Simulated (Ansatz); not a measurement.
**Formation energy of NiAs-type MoSe**

Level of theory: DFT, PBE, scalar-relativistic, collinear spin; plane waves to 420 eV with PAW datasets (Ansatz 0.2.0), Γ-centred 10×10×6 mesh, 0.05 eV Gaussian smearing. The datasets are Ansatz's generated set soft_2.

The structure was built from a prototype; whether the compound forms in it isn't claimed.

Symmetry: P6_3/mmc, No. 194, hexagonal system. The conventional cell has a = 4.073 Å, b = 4.073 Å, c = 5.099 Å, α = 90.00°, β = 90.00°, γ = 120.00°. Mo (site symmetry -3m) is surrounded by 2 Mo at 2.55 Å and 6 Se at 2.67 Å. Around Se (site symmetry -6m2) lie 6 Mo at 2.67 Å. (Neighbours are counted to 15 % beyond the shortest distance.)

The elements were computed in their standard states with the same datasets, cutoff and functional. Total energies depend on the potentials used, so only differences within one code and one set of settings carry meaning.

Energy of the relaxed cell (4 atoms, smearing extrapolated to zero): -20849.854 eV. Elements, in eV/atom: Mo -4956.020, Se -5469.079.

What is the formation energy?

[-20849.854 − (2 × -4956.020 + 2 × -5469.079)] / 4 = 0.09 eV/atom, or 8 kJ per mole of atoms.

The value is for 0 K, without zero-point energy. Uncorrected semilocal values for oxides, chalcogenides and halides often miss by tenths of an eV an atom. A positive value means that this structure is unstable even against the elements at this level.
